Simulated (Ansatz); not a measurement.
## Run record: Fe2O3

We look at Fe2O3: the coordinates of a database entry, unrelaxed (space group R-3c), with 10 atoms per cell. Forces or pressure are large there, so the entry is far from the computed equilibrium and may be faulty or of a sample under other conditions, or the chosen U doesn't suit it. Source: COD entry 1546383; the sample's temperature and pressure aren't taken into account, and it need not be the stable phase.

All numbers below come from Ansatz, DFT, PBE+U, PAW, plane waves, scalar-relativistic.

Input:

```yaml
crystal:
  lattice:
    - [2.51500048, 1.4520362, 4.58333]
    - [-2.51500048, 1.4520362, 4.58333]
    - [0.0, -2.90407241, 4.58333]
  atoms:
    - { symbol: O, position: [0.75, 0.106, 0.394] }
    - { symbol: O, position: [0.394, 0.75, 0.106] }
    - { symbol: O, position: [0.106, 0.394, 0.75] }
    - { symbol: O, position: [0.25, 0.894, 0.606] }
    - { symbol: O, position: [0.606, 0.25, 0.894] }
    - { symbol: O, position: [0.894, 0.606, 0.25] }
    - { symbol: Fe, position: [0.8527, 0.8527, 0.8527], spin: 4.0 }
    - { symbol: Fe, position: [0.6473, 0.6473, 0.6473], spin: 4.0 }
    - { symbol: Fe, position: [0.1473, 0.1473, 0.1473], spin: 4.0 }
    - { symbol: Fe, position: [0.3527, 0.3527, 0.3527], spin: 4.0 }
magnetization:
  spin_polarized: true
hamiltonian:
  xc: pbe
  pseudopotentials: { kind: paw }
  hubbard: { sites: [{ species: Fe, l: d, u_eff: 3.6 }] }
basis:
  ecutwfc: 420
kpoints:
  mp_grid: { grid: [4, 4, 4] }
scf:
  occupations: { method: fermi_dirac, width: 0.05 }
  lower_state_search: "off"
  n_extra_bands: 12
  max_iter: 60
output:
  forces: true
  stress: true
```

The run was started with:
```sh
ansatz run input.yaml --threads 2 --pin off --max-ram 5120MiB --backend cpu --events-out ev --progress --plain --runs-dir out
```

Output (shortened):

```
Warning: the band count 62 (scf.n_extra_bands) hosts the net moment |M| = 16.0000 μB (N_el = 100) but caps the reachable moment at 2·n_bands − N_el = 24.0000 μB, below the 70 bands that the automatic rule leaves for it — a moment growing past the seed, or the majority channel's smearing tail, pins there with fewer empty majority states than that count leaves; raise or omit scf.n_extra_bands unless the cap is intended
O: projections on atomic orbitals take those of the free atom [He] 2s2 2p4, of charge +0.00 (hamiltonian.pseudopotentials.projection_atoms); the dataset's partial waves leave at most 1.9e-8 of an orbital's norm unspanned inside its sphere
Fe: projections on atomic orbitals take those of the free atom [Ne] 3s2 3p6 3d6 4s2, of charge +0.00 (hamiltonian.pseudopotentials.projection_atoms); the dataset's partial waves leave at most 1.1e-6 of an orbital's norm unspanned inside its sphere
scf.n_extra_bands = 12 over 50 filled bands (N_el = 100.0): the run solves 62 bands
Pseudopotentials: kind: paw
Pseudopotential: O, paw, valence charge 6, recommended cutoff 420 eV (normal), O.paw.azcp
Pseudopotential: Fe, paw, valence charge 16, recommended cutoff 420 eV (normal), Fe.paw.azcp
Functional definition: PBE
Crystal: 10 atoms, lattice volume = 100.426 Å³
Basis set: ecut = 420 eV, 1923 PW (Γ), exchange–correlation on 80×80×80 points (8 copies of the dense FFT grid, shifted against one another)
Bands: 62, of which v1, the nominal top of the filled ones, is band 50 counted from 1 (49 counted from 0)
Symmetry: 12 space group operations
Space group: R-3c (ITA 167), of the structure as read, at distance tolerance 4.6e-5 Å
Magnetic group: BNS 167.103 (UNI 1333), of the structure as read, at distance tolerance 4.6e-5 Å
k-points: 13 of 64
Non-local potential: O, projectors of the file, l = 0: 2, l = 1: 2, l = 2: 1
Non-local potential: Fe, projectors of the file, l = 0: 3, l = 1: 2, l = 2: 3, l = 3: 1
Initial density: superposition of atomic densities (chi_scale 0.1, normalization cell, long waves kept (reshape's long-wave potential 0.01 eV rms))
Starting moments: Σ|m| = 16 μB on 4 of 10 sites
Initial wavefunctions: pseudopotential atomic-orbital guess
Functional: x = pbe(κ = 0.804, μ = 0.2195149727645171), c = pbe(β = 0.06672455060314922)
SCF iter   1: F=—  HF=-21315.151698 eV  |F-HF|=—  |Δ(HF+E_count)|=         —  Δρ=1.01e-1 (↑6.68e-2 ↓1.01e-1)  dr2=2.28e1  dr2_m=8.00e-1  M=14.857 μB ∫|m|=14.859 μB  β_m=0.30  ethr=3.10e-3  ⟨swp⟩=5.7  Hψ=5323  notcnv=0
preconditioner: auto → Kerker (q_TF=auto, 2.726 Å⁻¹)  [metal: Δε(μ)=0.030 eV  Ē_g=8.949 eV  σ=0.050 eV  W_gap=0.15  n_scr=32 (ndim 8)  ℏωp=30.6 eV  f_vac=0.000  D(μ)=11.06/eV (n_scr^D=156)]
spin=Collinear: Kerker preconditioning applied to the charge; magnetization (m = ρ↑ − ρ↓) channel mixes plain (no charge-response kernel on spin).
SCF iter   2: F=—  HF=-21313.614132 eV  |F-HF|=—  |Δ(HF+E_count)|=    1.54e0  Δρ=8.67e-2 (↑7.40e-2 ↓8.67e-2)  dr2=5.93e0  dr2_m=4.38e0  M=19.751 μB ∫|m|=19.751 μB  β_m=0.30  ethr=3.10e-3  ⟨swp⟩=3.0  Hψ=3725  notcnv=0  defer=22
Mixer restart at iter 2: flushing history
spin-set hold released at iteration 2 (the charge has settled, or the pull on large starting moments outlasts its swing): the magnetisation degrees of freedom join the quasi-Newton model from the next iteration; the mixer history was flushed
SCF iter   3: F=—  HF=-21313.533872 eV  |F-HF|=—  |Δ(HF+E_count)|=   8.03e-2  Δρ=4.83e-2 (↑4.83e-2 ↓4.48e-2)  dr2=9.75e-1  dr2_m=1.72e0  M=19.416 μB ∫|m|=19.416 μB  β_m=0.45  ethr=3.10e-3  ⟨swp⟩=3.0  Hψ=3083  notcnv=0  defer=22
SCF iter   4: F=—  HF=-21314.074724 eV  |F-HF|=—  |Δ(HF+E_count)|=   5.41e-1  Δρ=3.19e-2 (↑2.40e-2 ↓3.19e-2)  dr2=6.26e-1  dr2_m=5.62e-1  M=19.928 μB ∫|m|=19.928 μB  β_m=0.56  ethr=9.75e-4  ⟨swp⟩=2.0  Hψ=2183  notcnv=0  defer=22
SCF iter   5: F=—  HF=-21314.265315 eV  |F-HF|=—  |Δ(HF+E_count)|=   1.91e-1  Δρ=4.22e-3 (↑3.15e-3 ↓4.22e-3)  dr2=1.70e-2  dr2_m=3.95e-3  M=19.989 μB ∫|m|=19.989 μB  β_m=0.70  ethr=6.26e-4  ⟨swp⟩=2.2  Hψ=2762  notcnv=0  defer=22
SCF iter   6: F=—  HF=-21314.276589 eV  |F-HF|=—  |Δ(HF+E_count)|=   1.13e-2  Δρ=1.68e-3 (↑1.08e-3 ↓1.68e-3)  dr2=3.36e-3  dr2_m=7.35e-4  M=19.992 μB ∫|m|=19.992 μB  β_m=0.85  ethr=1.70e-5  ⟨swp⟩=2.0  Hψ=2862  notcnv=0  defer=22
SCF iter   7: F=—  HF=-21314.281162 eV  |F-HF|=—  |Δ(HF+E_count)|=   4.57e-3  Δρ=1.34e-3 (↑4.85e-4 ↓1.34e-3)  dr2=3.03e-3  dr2_m=2.34e-4  M=19.992 μB ∫|m|=19.992 μB  β_m=0.92  ethr=3.36e-6  ⟨swp⟩=2.1  Hψ=2439  notcnv=0  defer=22
SCF iter   8: F=—  HF=-21314.281055 eV  |F-HF|=—  |Δ(HF+E_count)|=   1.07e-4  Δρ=5.80e-4 (↑5.80e-4 ↓5.07e-4)  dr2=2.03e-4  dr2_m=2.33e-4  M=19.994 μB ∫|m|=19.994 μB  β_m=0.96  ethr=3.03e-6  ⟨swp⟩=2.1  Hψ=2276  notcnv=0  defer=22
SCF iter   9: F=—  HF=-21314.281171 eV  |F-HF|=—  |Δ(HF+E_count)|=   1.16e-4  Δρ=1.78e-4 (↑7.72e-5 ↓1.78e-4)  dr2=5.91e-5  dr2_m=5.93e-6  M=19.993 μB ∫|m|=19.993 μB  β_m=0.98  ethr=2.03e-7  ⟨swp⟩=2.1  Hψ=2367  notcnv=0  defer=22
SCF iter  10: F=—  HF=-21314.281180 eV  |F-HF|=—  |Δ(HF+E_count)|=   8.28e-6  Δρ=5.83e-5 (↑5.83e-5 ↓3.54e-5)  dr2=6.08e-6  dr2_m=1.23e-6  M=19.993 μB ∫|m|=19.993 μB  β_m=0.99  ethr=5.91e-8  ⟨swp⟩=2.0  Hψ=2378  notcnv=0  defer=22
SCF iter  11: F=—  HF=-21314.281182 eV  |F-HF|=—  |Δ(HF+E_count)|=   2.21e-6  Δρ=3.03e-5 (↑3.03e-5 ↓2.73e-5)  dr2=1.14e-6  dr2_m=4.73e-7  M=19.993 μB ∫|m|=19.993 μB  β_m=1.00  ethr=6.08e-9  ⟨swp⟩=2.0  Hψ=2310  notcnv=0  defer=22
SCF iter  12: F=-21314.281182 eV  HF=-21314.281182 eV  |F-HF|=1.08e-8  |Δ(HF+E_count)|=   1.55e-7  Δρ=5.38e-6 (↑3.07e-6 ↓5.38e-6)  dr2=5.52e-8  dr2_m=4.63e-9  M=19.993 μB ∫|m|=19.993 μB  ethr=1.00e-10  ⟨swp⟩=2.6  Hψ=5750  notcnv=0
SCF 1 converged in 12 iterations: F = -21314.281182 eV  dr2 = 5.52e-8
  greatest PAW one-centre occupation: 1.003 electrons in one spin orbital (limit 2), on the Fe atom at site 8 (counted from 0), in its partial waves of l = 1
SCF converged after 12 iterations
Magnetization: 19.9931 μB (59.9966 up, 40.0034 down)
Absolute magnetization: 19.9933 μB (∫|ρ↑−ρ↓|, with the PAW one-centre terms)
Spin contamination: 0.0160 ħ² per cell (⟨S²⟩ above its minimum at these occupations)
Per-site moments (μB) at R_I (Å): [(0.4208, 0.7613), (0.4208, 0.7613), (0.4208, 0.7613), (0.4208, 0.7613), (0.4208, 0.7613), (0.4208, 0.7613), (3.7492, 0.7613), (3.7492, 0.7613), (3.7492, 0.7613), (3.7492, 0.7613)]
Free energy (F): -21314.281182 eV
Harris-Foulkes:  -21314.281182 eV  (|F-HF|=1.08e-8)
Internal energy: -21314.279267 eV  (E = F + TS)
E sigma→0 (E₀):  -21314.280224 eV
Entropy (-TS):   -0.001915 eV (-0.192 meV/atom)
Fermi energy:    11.705646 eV
--- Per-component energies (eV) ---
  E_band       = -1362.330900
  E_kinetic    = 2399.244371
  E_local      = -12070.302530  (includes V_loc(G=0)·N_el)
  E_nonlocal   = 1193.366920
  E_hartree    = 4852.395641
  E_xc         = -901.991584
  E_vxc        = -1155.794294  (∫ρ·V_xc dr)
  E_hubbard    = 5.167254  (on-site DFT+U / exact-exchange correction)
  E_vhub       = -31.803856  (the Hubbard potential's part of the band-sum identity)
  E_paw        = -6415.103544  (= ΣΔE_a)
  E_vpaw       = -1401.871485  (= ΣTr[D̂ρ^β])
  E_aug_tail   = 0.017657  (compensation charges beyond the density's cutoff)
  E_ewald      = -10377.073451
  E_smearing   = -0.001915  (= −TS)
  E_closure    = -0.000000  (closes the sum)
  Σ components = -21314.281182   (vs F -21314.281182, Δ=0.00e0)
--- Forces (eV/Å), atoms counted from 1 ---
  atom   1  O      1.35330875    -2.34399951    -0.00000000
  atom   2  O      1.35330875     2.34399951     0.00000000
  atom   3  O     -2.70661749     0.00000000     0.00000000
  atom   4  O     -1.35330875     2.34399951     0.00000000
  atom   5  O     -1.35330875    -2.34399951    -0.00000000
  atom   6  O      2.70661749     0.00000000     0.00000000
  atom   7  Fe     0.00000000     0.00000000    -1.07748477
  atom   8  Fe     0.00000000    -0.00000000     1.07748477
  atom   9  Fe    -0.00000000    -0.00000000     1.07748477
  atom  10  Fe    -0.00000000     0.00000000    -1.07748477
  max |Σ_I F_I| component: 4.44e-16 eV/Å
--- Stress (GPa, compression-positive) ---
       25.038118       0.000000       0.000000
        0.000000      25.038118       0.000000
        0.000000       0.000000      20.198971
  P = ⅓ Tr σ = 23.4251 GPa (234.251 kbar)
```

A static U favours moments and orbital order; the result depends on U and need not be the measured state. Only one magnetic start was run, with no search, so the state need not be the lowest.

The run took 6.4 s on 2 threads of Intel(R) Xeon(R) Platinum 8375C CPU @ 2.90GHz (Ice Lake), on a shared host, peak memory 0.55 GiB.
